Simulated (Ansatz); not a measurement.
Ag:
```
CELL_PARAMETERS angstrom
      5.32999     0.00000     0.00000
     -2.66499     4.61591     0.00000
      0.00000     0.00000     5.20079
ATOMIC_POSITIONS crystal
  Ag 0.00000 0.00000 0.25300
  Ag 0.00000 0.00000 0.74700
  Ag 0.33333 0.66667 0.50000
  Ag 0.66667 0.33333 0.50000
  Ag 0.00000 0.50000 0.00000
  Ag 0.50000 0.00000 0.00000
  Ag 0.50000 0.50000 0.00000
```

Relaxed with r²SCAN. Special points in fractions of this cell's reciprocal vectors: Γ (0.000, 0.000, 0.000); M (0.500, 0.000, 0.000); K (0.333, 0.333, 0.000); A (0.000, 0.000, 0.500); L (0.500, 0.000, 0.500); H (0.333, 0.333, 0.500).

### Question
List the band energies nearest the Fermi level at these points for r²SCAN with spin–orbit coupling in the plane-wave PAW code Ansatz.

### Answer
In eV from the Fermi level; about four levels below and three above (degenerate sets whole), none deeper than 8.9 eV; points with the same levels are listed once.

```tsv
k	below	above
Γ	-3.08 -3.08 -2.58 -2.58	0.21 0.21 0.94 0.94
M	-3.27 -3.27 -2.85 -2.85	0.06 0.06 0.65 0.65
K	-2.96 -2.96 -2.85 -2.85	1.62 1.62 2.82 2.82 2.82 2.82
A	-2.99 -2.99 -2.59 -2.59	0.96 0.96 2.54 2.54
L	-2.04 -2.04 -1.98 -1.98	0.91 0.91 1.47 1.47
H	-1.30 -1.30 -1.27 -1.27	6.05 6.05 6.32 6.32
```

Space group P6/mmm. The start of the workflow was typed in or built on a structure type; neither database checked (COD, Materials Project) lists it. It is not the phase usual at ambient conditions (space group No. 225). The cell was relaxed with r²SCAN under the symmetry of its start; its stability against distortions is not shown here. The run is not spin-polarised.

Potentials: the earlier of the program's two PAW sets.
